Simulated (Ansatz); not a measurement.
Simulated powder pattern, Cu Kα, λ = 1.54184 Å (kinematic, ideal powder, no thermal factors, no anomalous dispersion; the 30 strongest lines at most, above 1 %, up to 2θ = 90°):

```json
[
 {"2θ (°)": "14.68", "I/Imax (%)": "18"},
 {"2θ (°)": "29.62", "I/Imax (%)": "1.5"},
 {"2θ (°)": "35.37", "I/Imax (%)": "18"},
 {"2θ (°)": "36.17", "I/Imax (%)": "6.0"},
 {"2θ (°)": "42.10", "I/Imax (%)": "100"},
 {"2θ (°)": "45.08", "I/Imax (%)": "14"},
 {"2θ (°)": "46.78", "I/Imax (%)": "5.0"},
 {"2θ (°)": "58.57", "I/Imax (%)": "15"},
 {"2θ (°)": "63.50", "I/Imax (%)": "21"},
 {"2θ (°)": "65.46", "I/Imax (%)": "2.5"},
 {"2θ (°)": "65.57", "I/Imax (%)": "1.0"},
 {"2θ (°)": "74.83", "I/Imax (%)": "1.9"},
 {"2θ (°)": "79.16", "I/Imax (%)": "13"},
 {"2θ (°)": "81.14", "I/Imax (%)": "11"},
 {"2θ (°)": "81.24", "I/Imax (%)": "14"}
]
```

The pattern belongs to a structure relaxed with the program Ansatz at the PBE level (PAW).

### Question
Which compound is it?
A) Si2Ni, fluorite or antifluorite type
B) LaN, Pnma (La on 4c, N on 4c)
C) V2SiN, P6_3/mmc (V on 4f, Si on 2d, N on 2a)
D) SiGe, I-4m2 (Pearson symbol tI20)

### Answer
C, V2SiN, P6_3/mmc (V on 4f, Si on 2d, N on 2a)

### Question
Give the lattice parameters.

### Answer
a = 2.930 Å, c = 12.066 Å.

The start of the workflow was typed in or built on a structure type; neither database checked (COD, Materials Project) lists it. Whether it is the stable phase at ambient conditions was not checked. The PBE relaxation kept the symmetry of its start; its stability against distortions is not shown here. The workflow began spin-polarised and lost its moments.

Potentials: the earlier of the program's two PAW sets.
